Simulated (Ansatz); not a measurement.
Input deck for Ansatz 0.2.0, then the block of the output on the nuclei.

The cell is a COD entry, its atoms then relaxed with PBE in this cell.

```yaml
crystal:
  lattice:
    - [2.4785, 1.4309626422, 4.5307666667]
    - [-2.4785, 1.4309626422, 4.5307666667]
    - [0.0, -2.8619252844, 4.5307666667]
  atoms:
    - { symbol: Cr, position: [0.3498146777, 0.3498146777, 0.3498146777], spin: -3.0 }
    - { symbol: Cr, position: [0.1501853223, 0.1501853223, 0.1501853223], spin: 3.0 }
    - { symbol: Cr, position: [0.6501853223, 0.6501853223, 0.6501853223], spin: 3.0 }
    - { symbol: Cr, position: [0.8498146777, 0.8498146777, 0.8498146777], spin: -3.0 }
    - { symbol: O, position: [0.5527387112, 0.9472612888, 0.25] }
    - { symbol: O, position: [0.25, 0.5527387112, 0.9472612888] }
    - { symbol: O, position: [0.9472612888, 0.25, 0.5527387112] }
    - { symbol: O, position: [0.4472612888, 0.0527387112, 0.75] }
    - { symbol: O, position: [0.75, 0.4472612888, 0.0527387112] }
    - { symbol: O, position: [0.0527387112, 0.75, 0.4472612888] }
magnetization:
  spin_polarized: true
kpoints:
  mp_grid: { grid: [6, 6, 6] }
scf:
  occupations: { method: fermi_dirac, width: 0.02 }
hamiltonian:
  xc: pbe
  pseudopotentials: { kind: paw }
  hubbard: [{ species: Cr, l: d, u_eff: 4.5 }]
output:
  forces: true
  stress: true
  populations: true
  efg:
    quadrupole_moments_barn: { Cr: -0.15, O: -0.02558 }
    contact_densities: true
```

```sh
ansatz run input.yaml --threads 1 --pin off --max-ram 3072MiB --backend cpu --events-out ev --progress --plain --runs-dir out
```

Of the output, the block on the nuclei alone is shown; the set-up, the SCF iterations, energies, forces and stress are cut.

```
--- PAW observables at the nuclei: V_zz in 10²¹ V/m², potentials from the cell's mean, atoms counted from 1 ---
  atom   1  Cr V_zz =    +0.097140   η = 0.0000   by run symmetry: allowed   C_q = -0.3523 MHz
            electrostatic potential = -2859.971855 V   contact ρ = 76323.486490 e/Å³   contact ρ_s (e/Å³): all electrons +2.660146, valence -2.844504
  atom   2  Cr V_zz =    +0.097140   η = 0.0000   by run symmetry: allowed   C_q = -0.3523 MHz
            electrostatic potential = -2859.971848 V   contact ρ = 76323.486490 e/Å³   contact ρ_s (e/Å³): all electrons -2.660146, valence +2.844504
  atom   3  Cr V_zz =    +0.097140   η = 0.0000   by run symmetry: allowed   C_q = -0.3523 MHz
            electrostatic potential = -2859.971848 V   contact ρ = 76323.486490 e/Å³   contact ρ_s (e/Å³): all electrons -2.660146, valence +2.844504
  atom   4  Cr V_zz =    +0.097140   η = 0.0000   by run symmetry: allowed   C_q = -0.3523 MHz
            electrostatic potential = -2859.971855 V   contact ρ = 76323.486490 e/Å³   contact ρ_s (e/Å³): all electrons +2.660146, valence -2.844504
  atom   5  O  V_zz =    -3.813349   η = 0.4429   by run symmetry: allowed   C_q = +2.3586 MHz
            electrostatic potential = -626.853054 V   contact ρ = 2156.038629 e/Å³   contact ρ_s (e/Å³): all electrons -0.000000, valence -0.000000
  atom   6  O  V_zz =    -3.813349   η = 0.4429   by run symmetry: allowed   C_q = +2.3586 MHz
            electrostatic potential = -626.853054 V   contact ρ = 2156.038629 e/Å³   contact ρ_s (e/Å³): all electrons -0.000000, valence -0.000000
  atom   7  O  V_zz =    -3.813349   η = 0.4429   by run symmetry: allowed   C_q = +2.3586 MHz
            electrostatic potential = -626.853054 V   contact ρ = 2156.038629 e/Å³   contact ρ_s (e/Å³): all electrons -0.000000, valence -0.000000
  atom   8  O  V_zz =    -3.813349   η = 0.4429   by run symmetry: allowed   C_q = +2.3586 MHz
            electrostatic potential = -626.853054 V   contact ρ = 2156.038629 e/Å³   contact ρ_s (e/Å³): all electrons -0.000000, valence -0.000000
  atom   9  O  V_zz =    -3.813349   η = 0.4429   by run symmetry: allowed   C_q = +2.3586 MHz
            electrostatic potential = -626.853054 V   contact ρ = 2156.038629 e/Å³   contact ρ_s (e/Å³): all electrons -0.000000, valence -0.000000
  atom  10  O  V_zz =    -3.813349   η = 0.4429   by run symmetry: allowed   C_q = +2.3586 MHz
            electrostatic potential = -626.853054 V   contact ρ = 2156.038629 e/Å³   contact ρ_s (e/Å³): all electrons -0.000000, valence -0.000000
```

Hardware: 1 thread of Arm Neoverse V2 (aarch64; 32 cores open to the job, memory cap 3.0 GiB, no GPU), a shared host with a load of 0.7 a core. Wall time 1.9 min, CPU time 1.9 min, peak memory 0.61 GiB.

At this cell the PBE+U pressure is 12 GPa, so with PBE+U the cell would grow if it were relaxed. The entry's cell may itself be off. The largest force is 0.4 eV/Å, so the atoms aren't at the calculated equilibrium and relaxing them would move these values. The magnetic order is the one that the run reached from its start moments, not necessarily the measured one.
